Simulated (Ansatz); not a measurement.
AgI (zinc blende, space group No. 216), LDA (plane waves, PAW; program Ansatz): ε∞ = 5.93, cell volume 63.95 Å³. Infrared-active transverse modes:

| ω_TO (cm⁻¹) | oscillator strength S_xx (e²/amu) |
|---|---|
| 117.7 | 0.02391 |

Task: Compute the static dielectric constant.

Result: Each mode adds (4.921e7/V) S/ω²: 1.33. So ε0 = 7.26.

Task: What LO frequency does the Lyddane–Sachs–Teller relation give?

Result: ω_LO = ω_TO √(ε0/ε∞) = 130 cm⁻¹.

Space group F-43m (zinc blende). Symmetry was held in the LDA relaxation; phonons on a q-mesh show no instability. The run is not spin-polarised. Scalar-relativistic: spin–orbit coupling is off unless named, which matters more the heavier the elements.

Potentials: the later of the program's two PAW sets.
